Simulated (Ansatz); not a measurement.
# LuAg$_{2}$, one cell by several methods

```xyz
3
Lattice="-1.8189 1.8189 4.5275 1.8189 -1.8189 4.5275 1.8189 1.8189 -4.5275" Properties=species:S:1:pos:R:3 pbc="T T T"
Lu    0.0000    0.0000    0.0000
Ag    0.0000    0.0000    6.0522
Ag    0.0000    0.0000    3.0027
```

Atom numbers follow the list: Lu1, Ag2, Ag3.

Conventional cell: a = 3.638 Å, b = 3.638 Å, c = 9.055 Å, α = 90.00°, β = 90.00°, γ = 90.00°. Lu (atom 1) has 10 Ag at 2.99 to 3.00 Å as nearest neighbours. Ag (atom 2) is surrounded by 5 Ag at 2.97 to 3.05 Å and 5 Lu at 2.99 to 3.00 Å.

The cell is the one relaxed in the Materials Project (mp-1018131), not relaxed further here; entries there can be hypothetical.

Spin–orbit coupling is left out, though it moves levels of the heavy atoms by tenths of an eV or more.

All numbers are computed: DFT, LDA, PAW with Ansatz's default frozen-core files, scalar-relativistic (Ansatz 0.2.0); DFT, LDA, all-electron PAW with datasets made for the crystal, scalar-relativistic (Ansatz 0.2.0); DFT, LDA, all-electron LAPW, scalar-relativistic (Ansatz 0.2.0).

For PAW: a Γ-centred 14×14×14 k mesh, Fermi–Dirac smearing of 0.08 eV, cutoff 420 eV, no spin polarisation; the PAW files were made with PBE, and the program remakes their frozen cores for this functional. The crystal-made all-electron datasets (AE datasets) take a cutoff of 340 eV at this cell. LAPW targets a basis error of 1 meV/atom. The Ansatz runs share mesh, smearing and spin set-up. Plane-wave (PAW) pressures include the program's estimate of the Pulay term.

Stress and pressure are positive in compression.

No spin–orbit coupling: at heavy atoms the gradients can be off by tens of per cent for that reason.

In a metal, gradients converge slowly with the k mesh: the values move by tens of per cent from one mesh to another, at times in sign, so only the comparison on one mesh counts.

Levels count from the Fermi level.

| quantity | PAW | AE datasets | LAPW |
| --- | --- | --- | --- |
| pressure (GPa) | -5.96 | -5.97 | -5.96 |
| stress xx (GPa) | -5.72 | -5.72 | -5.72 |
| stress zz (GPa) | -6.44 | -6.45 | -6.45 |
| force on Ag2, z (eV/Å) | 0.031 | 0.031 | 0.031 |
| highest filled level at P (eV) | -0.905 | -0.906 | -0.906 |
| lowest empty level at P (eV) | 1.089 | 1.091 | 1.091 |
| highest filled level at S0 (eV) | -1.764 | -1.764 | -1.764 |
| lowest empty level at S0 (eV) | 1.762 | 1.763 | 1.763 |
| highest filled level at Γ (eV) | -1.013 | -1.012 | -1.012 |
| lowest empty level at Γ (eV) | 1.058 | 1.059 | 1.059 |
| field gradient Vzz at Lu1 (10²¹ V/m²) | 1.62 | 1.63 | – |
| field gradient Vzz at Ag2 (10²¹ V/m²) | -3.04 | -3.10 | – |

PAW's pressure differs from the LAPW value by about 0.01 GPa or less.
